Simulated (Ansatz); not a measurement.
Relaxed candidate structures of Mo$_{2}$C:

A. P6₂22 (No. 180), hP9, AFLOW prototype AB2_hP9_180_d_j (C40, as in CrSi2); a = 4.491 Å, b = 4.491 Å, c = 6.215 Å, α = 90.00°, β = 90.00°, γ = 120.00°; C 3c (0.500, 0.000, 0.000); Mo 6i (0.176, 0.351, 0.000)

B. Pbcn (No. 60), oP12; a = 4.7050 Å, b = 6.0100 Å, c = 5.1764 Å, α = β = γ = 90.00°; Mo 8d (0.254, 0.377, 0.080); C 4c (0.000, 0.623, 0.250)

Rank these by energy per atom (lowest first), as PBEsol (plane waves to 420 eV, PAW, scalar-relativistic; Ansatz, a quantum-chemistry and plane-wave program) gives it.

B (reference, the lowest of the structures calculated here), A (+1.14 eV/atom)

Each run could gain symmetry but not lose that of its start, so entries can be saddle points. From databases, or of a type measured for this composition: Pbcn, oP12; the others are generated cells (placed on structure types, drawn at random, substituted or restacked) that were not matched to a known phase here. Static energies at zero pressure. No spin polarisation in the result.
